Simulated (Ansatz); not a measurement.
Input, command and steps of an Ansatz relaxation.

```yaml
crystal:
  lattice:
    - [-4.3304079163, 4.3304079163, 4.3304079163]
    - [4.3304079163, -4.3304079163, 4.3304079163]
    - [4.3304079163, 4.3304079163, -4.3304079163]
  atoms:
    - { symbol: Si, position: [0.5, 0.25, 0.75] }
    - { symbol: Si, position: [0.5, 0.75, 0.25] }
    - { symbol: Si, position: [0.25, 0.75, 0.5] }
    - { symbol: Si, position: [0.75, 0.25, 0.5] }
    - { symbol: Si, position: [0.25, 0.5, 0.75] }
    - { symbol: Si, position: [0.75, 0.5, 0.25] }
    - { symbol: O, position: [0.3492890252, 0.0, 0.6507109748] }
    - { symbol: O, position: [0.6507109748, 0.6507109748, 0.3014219497] }
    - { symbol: O, position: [0.3492890252, 0.6507109748, 0.0] }
    - { symbol: O, position: [0.3492890252, 0.6985780503, 0.3492890252] }
    - { symbol: O, position: [0.6507109748, 0.3014219497, 0.6507109748] }
    - { symbol: O, position: [0.0, 0.3492890252, 0.6507109748] }
    - { symbol: O, position: [0.6985780503, 0.3492890252, 0.3492890252] }
    - { symbol: O, position: [0.6507109748, 0.3492890252, 0.0] }
    - { symbol: O, position: [0.0, 0.6507109748, 0.3492890252] }
    - { symbol: O, position: [0.3014219497, 0.6507109748, 0.6507109748] }
    - { symbol: O, position: [0.3492890252, 0.3492890252, 0.6985780503] }
    - { symbol: O, position: [0.6507109748, 0.0, 0.3492890252] }
basis:
  ecutwfc: 500
kpoints:
  mp_grid: { grid: [4, 4, 4] }
hamiltonian:
  xc: r2scan
scf:
  occupations: { method: gaussian, width: 0.02 }
output:
  forces: true
  stress: true
  eigenvalues: true
relax:
  adjacent_minimum: "off"
  f_tol: 0.01
  max_steps: 30
```

```bash
ansatz run input.yaml --threads 4 --pin off --max-ram 10240MiB --backend cpu --events-out ev --progress --plain --runs-dir out
```

Computed with DFT r2SCAN, scalar-relativistic, plane waves, PAW (Ansatz 0.2.0).

The volume is held at 0.91 times that of the relaxed cell.

Of 4 frames 3 are shown, positions in Å and forces in eV/Å; the SCF threshold varies from step to step.

```xyz
18
Lattice="-4.3304 4.3304 4.3304 4.3304 -4.3304 4.3304 4.3304 4.3304 -4.3304" Properties=species:S:1:pos:R:3:forces:R:3 pbc="T T T" step=1 free_energy_over_end_meV_per_atom=2.06
Si    2.1652    4.3304    0.0000    0.0000    0.0000    0.0000
Si    2.1652    0.0000    4.3304    0.0000    0.0000    0.0000
Si    4.3304    0.0000    2.1652    0.0000    0.0000    0.0000
Si    0.0000    4.3304    2.1652    0.0000    0.0000    0.0000
Si    4.3304    2.1652    0.0000    0.0000    0.0000    0.0000
Si    0.0000    2.1652    4.3304    0.0000    0.0000    0.0000
O     1.3053    4.3304   -1.3053    0.1862    0.0000   -0.1862
O     1.3053    1.3053    4.3304    0.1862    0.1862    0.0000
O     1.3053   -1.3053    4.3304    0.1862   -0.1862    0.0000
O     3.0251    0.0000    3.0251   -0.1862    0.0000   -0.1862
O     1.3053    4.3304    1.3053    0.1862    0.0000    0.1862
O     4.3304    1.3053   -1.3053    0.0000    0.1862   -0.1862
O     0.0000    3.0251    3.0251    0.0000   -0.1862   -0.1862
O    -1.3053    1.3053    4.3304   -0.1862    0.1862    0.0000
O     4.3304   -1.3053    1.3053    0.0000   -0.1862    0.1862
O     4.3304    1.3053    1.3053    0.0000    0.1862    0.1862
O     3.0251    3.0251    0.0000   -0.1862   -0.1862    0.0000
O    -1.3053    4.3304    1.3053   -0.1862    0.0000    0.1862
18
Lattice="-4.3304 4.3304 4.3304 4.3304 -4.3304 4.3304 4.3304 4.3304 -4.3304" Properties=species:S:1:pos:R:3:forces:R:3 pbc="T T T" step=2 free_energy_over_end_meV_per_atom=1.57
Si    2.1652    4.3304    0.0000    0.0000    0.0000    0.0000
Si    2.1652    0.0000    4.3304    0.0000    0.0000    0.0000
Si    4.3304    0.0000    2.1652    0.0000    0.0000    0.0000
Si    0.0000    4.3304    2.1652    0.0000    0.0000    0.0000
Si    4.3304    2.1652    0.0000    0.0000    0.0000    0.0000
Si    0.0000    2.1652    4.3304    0.0000    0.0000    0.0000
O     1.3074    4.3304   -1.3074    0.1626    0.0000   -0.1626
O     1.3074    1.3074    4.3304    0.1626    0.1626    0.0000
O     1.3074   -1.3074    4.3304    0.1626   -0.1626    0.0000
O     3.0230    0.0000    3.0230   -0.1626    0.0000   -0.1626
O     1.3074    4.3304    1.3074    0.1626    0.0000    0.1626
O     4.3304    1.3074   -1.3074    0.0000    0.1626   -0.1626
O     0.0000    3.0230    3.0230    0.0000   -0.1626   -0.1626
O    -1.3074    1.3074    4.3304   -0.1626    0.1626    0.0000
O     4.3304   -1.3074    1.3074    0.0000   -0.1626    0.1626
O     4.3304    1.3074    1.3074    0.0000    0.1626    0.1626
O     3.0230    3.0230    0.0000   -0.1626   -0.1626    0.0000
O    -1.3074    4.3304    1.3074   -0.1626    0.0000    0.1626
18
Lattice="-4.3304 4.3304 4.3304 4.3304 -4.3304 4.3304 4.3304 4.3304 -4.3304" Properties=species:S:1:pos:R:3:forces:R:3 pbc="T T T" step=4 free_energy_over_end_meV_per_atom=0.00
Si    2.1652    4.3304    0.0000    0.0000    0.0000    0.0000
Si    2.1652    0.0000    4.3304    0.0000    0.0000    0.0000
Si    4.3304    0.0000    2.1652    0.0000    0.0000    0.0000
Si    0.0000    4.3304    2.1652    0.0000    0.0000    0.0000
Si    4.3304    2.1652    0.0000    0.0000    0.0000    0.0000
Si    0.0000    2.1652    4.3304    0.0000    0.0000    0.0000
O     1.3219    4.3304   -1.3219    0.0000    0.0000    0.0000
O     1.3219    1.3219    4.3304    0.0000    0.0000    0.0000
O     1.3219   -1.3219    4.3304    0.0000    0.0000    0.0000
O     3.0085    0.0000    3.0085    0.0000    0.0000    0.0000
O     1.3219    4.3304    1.3219    0.0000    0.0000    0.0000
O     4.3304    1.3219   -1.3219    0.0000    0.0000    0.0000
O     0.0000    3.0085    3.0085    0.0000    0.0000    0.0000
O    -1.3219    1.3219    4.3304    0.0000    0.0000    0.0000
O     4.3304   -1.3219    1.3219    0.0000    0.0000    0.0000
O     4.3304    1.3219    1.3219    0.0000    0.0000    0.0000
O     3.0085    3.0085    0.0000    0.0000    0.0000    0.0000
O    -1.3219    4.3304    1.3219    0.0000    0.0000    0.0000
```

Time: 29 s on 4 threads of Oxide Virtual Turin-like Processor (Zen 5), on a shared host, peak memory 1.7 GiB.